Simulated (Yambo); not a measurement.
```xyz
2
Lattice="3.5181 0.0000 0.0000 -1.7590 3.0467 0.0000 0.0000 0.0000 5.4461" Properties=species:S:1:pos:R:3 pbc="T T T"
Lu     0.0000     2.0311     1.3615
Lu     1.7590     1.0156     4.0846
```

The geometry is that of Materials Project entry mp-145, symmetrised and not relaxed again.

Task: Where are the main features of Im ε from RPA with local fields on PBEsol bands (Yambo; 12×12×6 mesh, 93 bands, 4 Ry local-field block, 0.25 eV broadening; field along z)?

Result: Peaks at 2.2 eV (21), 7.8 eV (3.5), 8.5 eV (3.7), heights in brackets. Only interband transitions are included: the Drude term is missing, so nothing below about 0.6 eV and no real part is shown. Peak heights and small wiggles depend on the k mesh. The 4f states are in the valence at their DFT position.
